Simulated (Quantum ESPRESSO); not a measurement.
```cif
data_Ag4O8Sr4
_chemical_formula_sum 'O8 Sr4 Ag4'
_space_group_name_H-M_alt 'C2/m'
_space_group_IT_number 12
_space_group_name_Hall '-C 2y'
_cell_length_a 7.23034
_cell_length_b 9.53284
_cell_length_c 3.58869
_cell_angle_alpha 90.000
_cell_angle_beta 90.725
_cell_angle_gamma 90.000
loop_
_space_group_symop_operation_xyz
  'x, y, z'
  '-x, -y, -z'
  '-x, y, -z'
  'x, -y, z'
  'x+1/2, y+1/2, z'
  '-x+1/2, -y+1/2, -z'
  '-x+1/2, y+1/2, -z'
  'x+1/2, -y+1/2, z'
loop_
_atom_site_label
_atom_site_type_symbol
_atom_site_symmetry_multiplicity
_atom_site_Wyckoff_symbol
_atom_site_fract_x
_atom_site_fract_y
_atom_site_fract_z
_atom_site_occupancy
O1 O 4 h 0.50000 0.21646 0.50000 1
O2 O 4 i 0.25093 0.00000 0.21776 1
Sr1 Sr 4 e 0.25000 0.25000 0.00000 1
Ag1 Ag 2 c 0.50000 0.50000 0.50000 1
Ag2 Ag 2 d 0.00000 0.50000 0.50000 1
```
(The calculation used a cell of 8 atoms; values per cell refer to that cell.)

The geometry is that of Materials Project entry mp-997086, symmetrised and not relaxed again.

### Question
What does LDA (Quantum ESPRESSO, PseudoDojo norm-conserving, 86 Ry, without SOC) give for the electronic structure near the Fermi level?

### Answer
The LDA gap is indirect, 0.71 eV, from 67 % of the way from Z to I to N; the smallest direct gap is 0.93 eV. Spin-orbit splittings are left out.

The structure is a Materials Project entry; no match was found in the copy of COD used, and its stability was not checked.
